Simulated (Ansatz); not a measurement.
AgTiS2, first-principles data

AgTiS2:
```cif
data_AgS2Ti
_chemical_formula_sum 'S2 Ti1 Ag1'
_space_group_name_H-M_alt 'P-3m1'
_space_group_IT_number 164
_space_group_name_Hall '-P 3 2"'
_cell_length_a 3.48531
_cell_length_b 3.48531
_cell_length_c 6.56876
_cell_angle_alpha 90.000
_cell_angle_beta 90.000
_cell_angle_gamma 120.000
loop_
_atom_site_label
_atom_site_type_symbol
_atom_site_symmetry_multiplicity
_atom_site_Wyckoff_symbol
_atom_site_fract_x
_atom_site_fract_y
_atom_site_fract_z
_atom_site_occupancy
S1 S 2 d 0.33333 0.66667 0.21735 1
Ti1 Ti 1 a 0.00000 0.00000 0.00000 1
Ag1 Ag 1 b 0.00000 0.00000 0.50000 1
```

Space group P-3m1 (No. 164); conventional cell a = 3.4853 Å, b = 3.4853 Å, c = 6.5688 Å, α = 90.00°, β = 90.00°, γ = 120.00°.

Method: r²SCAN+D4 in the plane-wave PAW code Ansatz. The cell and atoms are relaxed at this level. Other levels are named where they apply.

### Cell and energy

```
Property                                                       Value
-----------------------------------------------------  -------------
Volume per atom                                             17.28 Å³
Density                                                   5.28 g/cm³
Formation energy from the elements (no fitted shifts)  -1.05 eV/atom
```

### Electronic structure

```
Property                                                                    Result
------------------------------------  --------------------------------------------
Electronic character                                             metallic (no gap)
Density of states at the Fermi level  0.70 states/eV per atom (mean over ±0.08 eV)
Gap with spin–orbit coupling                                       none (metallic)
```

### Mechanics

```
Quantity                              Result
----------------------------------  --------
Bulk modulus (Birch–Murnaghan fit)  95.5 GPa
Pressure derivative B′                   4.9
```

### Charges

```
Property                               Value
-------------  -----------------------------
Bader charges  S -1.11, Ti +1.72, Ag +0.51 e
```

The cell is a constructed one: a structure type filled with these elements; neither database checked (COD, Materials Project) lists it. Its standing as an ambient phase is unchecked. Symmetry was held in the r²SCAN+D4 relaxation; its stability against distortions is not shown here. No spin polarisation was allowed. With an odd number of electrons in the cell and no spin polarisation, the count alone makes it a metal. The references are the lowest solids computed at this level, not always the standard phases. Spin–orbit coupling is left out wherever it is not named.

Potentials: the later of the program's two PAW sets.
